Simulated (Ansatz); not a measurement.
# EuSe2 in the fluorite structure

Level of theory: DFT, PBE, scalar-relativistic, collinear spin; plane waves to 420 eV with PAW datasets (Ansatz 0.2.0), Γ-centred 8×8×8 mesh, 0.05 eV Gaussian smearing. The datasets are Ansatz's generated set soft_2.

```
Eu Se
1.0
     0.00000    3.49916    3.49916
     3.49916    0.00000    3.49916
     3.49916    3.49916    0.00000
Eu Se
1 2
Direct
  0.00000 0.00000 0.00000
  0.25000 0.25000 0.25000
  0.75000 0.75000 0.75000
```

This is a trial structure made by placing the elements on a prototype's sites, so it needn't be the stable form.

The geometry is fixed. Moments are started on Eu in several ways. q is the propagation vector of an order in a doubled cell, in units of this cell's reciprocal vectors; doubled cells take an equivalent mesh or are counted from a ferromagnetic run in the same cell, unless said otherwise. Energies count from the first row, the state in which the cell was relaxed.

The starts:
- ferromagnetic
- no spin polarisation
- antiparallel, q = (0, 0, 1/2)
- antiparallel, q = (0, 1/2, 1/2)

(1) Which start ends lowest?

Answer:

(1) Lowest: antiparallel, q = (0, 0, 1/2).

| start | largest typed moment (μB) | ΔE (meV/atom) | gap on the mesh (eV) | P (GPa) | final spin moments (μB) |
| --- | --- | --- | --- | --- | --- |
| ferromagnetic | 7.10* | 0.0 | metal | 0.0 | Eu 6.46; Se -0.12 |
| no spin polarisation | 0.00 | 2163.2 | metal | -3.7 | none |
| antiparallel, q = (0, 0, 1/2) | 6.00* | -13.7 | metal | -0.1 | Eu 6.48, -6.48; Se -0.12, 0.12 |
| antiparallel, q = (0, 1/2, 1/2) | 6.00* | -8.2 | metal | -0.1 | Eu 6.47, -6.47 |

A star marks runs that didn't start from the typed moments alone: the program put its own moment for the open shell in their place.

Eu holds between six and seven f electrons here, with holes on the anions, a state that this level describes badly.

The row without spin polarisation prices the pairing of the open shell's electrons, not a magnetic ordering energy.

Only orders that fit these small cells were tried, so the real crystal's order may be another.

Without a U the 4f levels of Eu lie too near the Fermi level, so their share of the states there, and what hangs on it, is overstated. Scalar-relativistic only: spin–orbit splittings of the heavy atoms' levels are missing. Site moments are of spin, integrated over atomic spheres.
